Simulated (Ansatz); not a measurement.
A relaxation computed with Ansatz, from input to last step.

```yaml
crystal:
  lattice:
    - [3.5475183916, 0.0, 0.0]
    - [0.0, 3.5475183916, 0.0]
    - [0.0, 0.0, 10.2302760103]
  atoms:
    - { symbol: "Y", position: [0.0, 0.0, 0.0] }
    - { symbol: "Y", position: [0.5, 0.5, 0.5] }
    - { symbol: Zr, position: [0.0, 0.5, 0.125] }
    - { symbol: Zr, position: [0.0, 0.5, 0.625] }
    - { symbol: Zr, position: [0.5, 0.0, 0.375] }
    - { symbol: Zr, position: [0.5, 0.0, 0.875] }
basis:
  ecutwfc: 420
kpoints:
  mp_grid: { grid: [6, 6, 2] }
hamiltonian:
  xc: pbe
scf:
  occupations: { method: gaussian, width: 0.1 }
  lower_state_search: "off"
output:
  forces: true
  stress: true
  eigenvalues: true
relax:
  adjacent_minimum: "off"
  f_tol: 0.04
  max_steps: 70
  cell: { stress_tol: 0.4 }
```

```bash
ansatz run input.yaml --threads 1 --pin off --max-ram 2560MiB --backend cpu --events-out ev --progress --plain --runs-dir out
```

The calculation used Ansatz 0.2.0, DFT PBE, scalar-relativistic, plane waves, PAW.

Of 11 frames 10 are shown, positions in Å and forces in eV/Å; the SCF threshold varies from step to step. Steps run on the plane waves of an earlier cell, with a Pulay correction in the pressure. The basis is chosen afresh for the last frame, the zero of the energies, and at times for earlier ones too; energy and pressure step there, also at an unchanged geometry.

```xyz
6
Lattice="3.5475 0.0000 0.0000 0.0000 3.5475 0.0000 0.0000 0.0000 10.2303" Properties=species:S:1:pos:R:3:forces:R:3 pbc="T T T" step=1 free_energy_over_end_meV_per_atom=2386.13 pressure_GPa=37.45
Y     0.0000    0.0000    0.0000    0.0000    0.0000    0.0000
Y     1.7738    1.7738    5.1151    0.0000    0.0000    0.0000
Zr    0.0000    1.7738    1.2788    0.0000    0.0000    7.8081
Zr    0.0000    1.7738    6.3939    0.0000    0.0000    7.8081
Zr    1.7738    0.0000    3.8364    0.0000    0.0000   -7.8081
Zr    1.7738    0.0000    8.9515    0.0000    0.0000   -7.8081
6
Lattice="3.6456 0.0000 0.0000 0.0000 3.6456 0.0000 0.0000 0.0000 10.3890" Properties=species:S:1:pos:R:3:forces:R:3 pbc="T T T" step=2 free_energy_over_end_meV_per_atom=1363.37 pressure_GPa=13.37
Y     0.0000    0.0000    0.0000    0.0000    0.0000    0.0000
Y     1.8228    1.8228    5.1945    0.0000    0.0000    0.0000
Zr    0.0000    1.8228    1.4964    0.0000    0.0000    4.7943
Zr    0.0000    1.8228    6.6909    0.0000    0.0000    4.7943
Zr    1.8228    0.0000    3.6980    0.0000    0.0000   -4.7943
Zr    1.8228    0.0000    8.8925    0.0000    0.0000   -4.7943
6
Lattice="3.6325 0.0000 0.0000 0.0000 3.6325 0.0000 0.0000 0.0000 10.4683" Properties=species:S:1:pos:R:3:forces:R:3 pbc="T T T" step=3 free_energy_over_end_meV_per_atom=809.75 pressure_GPa=9.90
Y     0.0000    0.0000    0.0000    0.0000    0.0000    0.0000
Y     1.8162    1.8162    5.2341    0.0000    0.0000    0.0000
Zr    0.0000    1.8162    1.7069    0.0000    0.0000    3.2852
Zr    0.0000    1.8162    6.9411    0.0000    0.0000    3.2852
Zr    1.8162    0.0000    3.5272    0.0000    0.0000   -3.2852
Zr    1.8162    0.0000    8.7613    0.0000    0.0000   -3.2852
6
Lattice="3.6237 0.0000 0.0000 0.0000 3.6237 0.0000 0.0000 0.0000 10.8514" Properties=species:S:1:pos:R:3:forces:R:3 pbc="T T T" step=4 free_energy_over_end_meV_per_atom=415.40 pressure_GPa=9.29
Y     0.0000    0.0000    0.0000    0.0000    0.0000    0.0000
Y     1.8118    1.8118    5.4257    0.0000    0.0000    0.0000
Zr    0.0000    1.8118    1.9761    0.0000    0.0000    1.4562
Zr    0.0000    1.8118    7.4018    0.0000    0.0000    1.4562
Zr    1.8118    0.0000    3.4497    0.0000    0.0000   -1.4562
Zr    1.8118    0.0000    8.8754    0.0000    0.0000   -1.4562
6
Lattice="3.6464 0.0000 0.0000 0.0000 3.6464 0.0000 0.0000 0.0000 11.3411" Properties=species:S:1:pos:R:3:forces:R:3 pbc="T T T" step=5 free_energy_over_end_meV_per_atom=213.20 pressure_GPa=6.82
Y     0.0000    0.0000    0.0000    0.0000    0.0000    0.0000
Y     1.8232    1.8232    5.6705    0.0000    0.0000    0.0000
Zr    0.0000    1.8232    2.1716    0.0000    0.0000    1.1630
Zr    0.0000    1.8232    7.8422    0.0000    0.0000    1.1630
Zr    1.8232    0.0000    3.4989    0.0000    0.0000   -1.1630
Zr    1.8232    0.0000    9.1695    0.0000    0.0000   -1.1630
6
Lattice="3.8143 0.0000 0.0000 0.0000 3.8143 0.0000 0.0000 0.0000 12.2374" Properties=species:S:1:pos:R:3:forces:R:3 pbc="T T T" step=7 free_energy_over_end_meV_per_atom=16.87 pressure_GPa=-0.95
Y     0.0000    0.0000    0.0000    0.0000    0.0000    0.0000
Y     1.9072    1.9072    6.1187    0.0000    0.0000    0.0000
Zr    0.0000    1.9072    2.6773    0.0000    0.0000   -0.3902
Zr    0.0000    1.9072    8.7960    0.0000    0.0000   -0.3902
Zr    1.9072    0.0000    3.4414    0.0000    0.0000    0.3902
Zr    1.9072    0.0000    9.5601    0.0000    0.0000    0.3902
6
Lattice="3.8354 0.0000 0.0000 0.0000 3.8354 0.0000 0.0000 0.0000 12.0771" Properties=species:S:1:pos:R:3:forces:R:3 pbc="T T T" step=8 free_energy_over_end_meV_per_atom=6.95 pressure_GPa=-1.55
Y     0.0000    0.0000    0.0000    0.0000    0.0000    0.0000
Y     1.9177    1.9177    6.0385    0.0000    0.0000    0.0000
Zr    0.0000    1.9177    2.5623    0.0000    0.0000    0.1406
Zr    0.0000    1.9177    8.6009    0.0000    0.0000    0.1406
Zr    1.9177    0.0000    3.4762    0.0000    0.0000   -0.1406
Zr    1.9177    0.0000    9.5147    0.0000    0.0000   -0.1406
6
Lattice="3.8079 0.0000 0.0000 0.0000 3.8079 0.0000 0.0000 0.0000 11.9124" Properties=species:S:1:pos:R:3:forces:R:3 pbc="T T T" step=9 free_energy_over_end_meV_per_atom=2.43 pressure_GPa=0.02
Y     0.0000    0.0000    0.0000    0.0000    0.0000    0.0000
Y     1.9040    1.9040    5.9562    0.0000    0.0000    0.0000
Zr    0.0000    1.9040    2.5575    0.0000    0.0000   -0.0646
Zr    0.0000    1.9040    8.5137    0.0000    0.0000   -0.0646
Zr    1.9040    0.0000    3.3987    0.0000    0.0000    0.0646
Zr    1.9040    0.0000    9.3549    0.0000    0.0000    0.0646
6
Lattice="3.7997 0.0000 0.0000 0.0000 3.7997 0.0000 0.0000 0.0000 11.9680" Properties=species:S:1:pos:R:3:forces:R:3 pbc="T T T" step=10 free_energy_over_end_meV_per_atom=1.90 pressure_GPa=-0.08
Y     0.0000    0.0000    0.0000    0.0000    0.0000    0.0000
Y     1.8999    1.8999    5.9840    0.0000    0.0000    0.0000
Zr    0.0000    1.8999    2.5533    0.0000    0.0000   -0.0006
Zr    0.0000    1.8999    8.5372    0.0000    0.0000   -0.0006
Zr    1.8999    0.0000    3.4307    0.0000    0.0000    0.0006
Zr    1.8999    0.0000    9.4147    0.0000    0.0000    0.0006
6
Lattice="3.7997 0.0000 0.0000 0.0000 3.7997 0.0000 0.0000 0.0000 11.9680" Properties=species:S:1:pos:R:3:forces:R:3 pbc="T T T" step=11 free_energy_over_end_meV_per_atom=0.00 pressure_GPa=-0.02
Y     0.0000    0.0000    0.0000    0.0000    0.0000    0.0000
Y     1.8999    1.8999    5.9840    0.0000    0.0000    0.0000
Zr    0.0000    1.8999    2.5533    0.0000    0.0000    0.0006
Zr    0.0000    1.8999    8.5372    0.0000    0.0000    0.0006
Zr    1.8999    0.0000    3.4307    0.0000    0.0000   -0.0006
Zr    1.8999    0.0000    9.4147    0.0000    0.0000   -0.0006
```

The start puts this composition into another compound's structure type, which needn't suit it. The cell swells from 21.5 to 28.8 Å³ an atom, so the end can be far from any stable crystal. At the end the space group is P4_2/nmc (tolerance 0.05 Å).

The run took 86 s on 1 thread of Arm Neoverse V1, on a shared host, peak memory 0.46 GiB.

The k mesh is coarse.